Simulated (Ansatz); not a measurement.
SiC:
Space group P6₃mc (No. 186); a = b = 3.056 Å, c = 5.016 Å, α = β = 90.00°, γ = 120.00°

| atom | site | symmetry | x | y | z |
|---|---|---|---|---|---|
| Si | 2b | 3m. | 0.6667 | 0.3333 | 0.0005 |
| C | 2b | 3m. | 0.3333 | 0.6667 | 0.1247 |

Relaxed with LDA.

Decompose the optical modes at the zone centre into irreducible representations, and say which are infrared and Raman allowed.

Point group 6mm: Γ_opt = A1 + 2B1 + E1 + 2E2. Infrared: A1, E1. Raman: A1, E1, E2.

Assign frequencies (DFPT, DFT-LDA in the program Ansatz with PAW potentials; without the LO–TO term).

E2 258, B1 599, E2 768, A1 771, E1 801, B1 841 cm⁻¹.

Subscripts of B labels follow the axes of the standard setting.

Space group P6_3mc (wurtzite). Symmetry was held in the LDA relaxation; phonons on a q-mesh show no instability.

Potentials: the later of the program's two PAW sets.
